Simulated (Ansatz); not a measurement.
W:
Space group Im-3m (No. 229); a = 3.163 Å, b = 3.163 Å, c = 3.163 Å, α = 90.00°, β = 90.00°, γ = 90.00°

```tsv
atom	site	symmetry	x	y	z
W	2a	m-3m	0.0000	0.0000	0.0000
```
(The calculation used a cell of 1 atom; values per cell refer to that cell.)

Relaxed with r²SCAN+D4.

Question: Which orbitals make up the states near the Fermi level in r²SCAN+D4 in the plane-wave PAW code Ansatz?

Answer: Within 0.5 eV of the Fermi level: W 5d 87 %, outside the projected shells 9 %. Projections are on Löwdin-orthogonalised atomic valence shells; empty p or d shells of many metals are not among them.

Question: Tabulate the density of states.

Answer: States/eV per cell of 1 atom, in 0.25 eV bins, energy from the Fermi level.

```csv
E (eV),total,W 5d,W 6s,W 5p
-7.85,0.11,0.01,0.09,0.00
-7.60,0.13,0.01,0.10,0.00
-7.35,0.15,0.02,0.12,0.00
-7.10,0.18,0.03,0.13,0.01
-6.85,0.22,0.06,0.15,0.01
-6.60,0.42,0.20,0.20,0.01
-6.35,0.59,0.34,0.22,0.01
-6.10,0.61,0.37,0.21,0.01
-5.85,0.69,0.47,0.19,0.01
-5.60,0.76,0.56,0.18,0.01
-5.35,0.84,0.66,0.16,0.01
-5.10,1.01,0.84,0.15,0.01
-4.85,1.09,0.93,0.13,0.02
-4.60,0.75,0.66,0.07,0.01
-4.35,0.43,0.39,0.03,0.01
-4.10,0.33,0.31,0.01,0.00
-3.85,0.70,0.67,0.01,0.01
-3.60,1.65,1.60,0.01,0.02
-3.35,1.82,1.76,0.01,0.02
-3.10,1.20,1.15,0.03,0.01
-2.85,1.06,0.99,0.04,0.01
-2.60,1.07,0.97,0.06,0.01
-2.35,1.35,1.18,0.09,0.02
-2.10,1.82,1.56,0.16,0.02
-1.85,1.21,1.04,0.10,0.01
-1.60,0.96,0.82,0.07,0.01
-1.35,0.61,0.50,0.05,0.01
-1.10,0.40,0.30,0.04,0.00
-0.85,0.36,0.27,0.03,0.00
-0.60,0.34,0.26,0.02,0.00
-0.35,0.34,0.27,0.02,0.00
-0.10,0.35,0.29,0.01,0.00
0.15,0.46,0.41,0.01,0.00
0.40,0.61,0.56,0.02,0.00
0.65,0.64,0.61,0.02,0.00
0.90,0.69,0.65,0.01,0.00
1.15,0.75,0.71,0.01,0.00
1.40,0.81,0.77,0.01,0.00
1.65,0.94,0.91,0.01,0.00
1.90,1.02,0.98,0.01,0.00
2.15,0.99,0.96,0.01,0.00
2.40,1.06,1.03,0.01,0.00
2.65,1.06,1.03,0.01,0.00
2.90,1.01,0.99,0.01,0.00
3.15,1.34,1.29,0.03,0.00
3.40,2.81,2.67,0.10,0.00
3.65,1.30,1.15,0.10,0.00
3.90,0.92,0.71,0.15,0.00
4.15,0.63,0.47,0.10,0.00
4.40,0.53,0.40,0.08,0.00
4.65,0.48,0.35,0.08,0.00
```

The cell was relaxed with r²SCAN+D4 under the symmetry of its start. No spin polarisation was allowed. The pairwise dispersion correction was not fitted to metals. Scalar-relativistic: spin–orbit coupling is off unless named, which matters more the heavier the elements.

Potentials: the earlier of the program's two PAW sets.
